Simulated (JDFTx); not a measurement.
Ru(0001) slab cut from bulk Ru (space group P6_3/mmc, indices of the conventional cell, lattice of the Materials Project entry mp-33, not re-optimised): 4 atoms in 4 planes, a 1x1 cell of 6.35 Å² (|a| = 2.708, |b| = 2.708 Å), 6.3 Å between the outermost planes, cell height 22.4 Å, 10×10×1 k mesh, Fermi smearing 0.01 Ha, no spin polarisation.

Method: PBE, GBRV ultrasoft potentials, plane waves to 20/100 Ha, in a modified build of JDFTx. Liquid on both sides: linear PCM (GLSSA13), water, 1 M NaCl; nuclei fixed, outer atoms relaxed in vacuum. Potentials refer to SHE, placed 4.44 V below the bulk liquid's zero by convention. This is a symmetric, unreconstructed model surface, and the continuum liquid cannot react with it. Convergence in thickness and k mesh wasn't tested for this slab.

| U (V vs SHE) | μ (eV) | excess electrons per cell | σ (μC/cm², per face) | run |
|---|---|---|---|---|
| 0.00 | -4.44 | 0.037 | -4.6 | fixed potential |
| 0.28 | -4.72 | 0.000 | 0.0 | neutral |
| 0.60 | -5.04 | [?] | [?] | fixed potential |

Fill in the missing entries, row by row.


- 0.60, excess electrons per cell: -0.048
- 0.60, σ (μC/cm², per face): 6.1
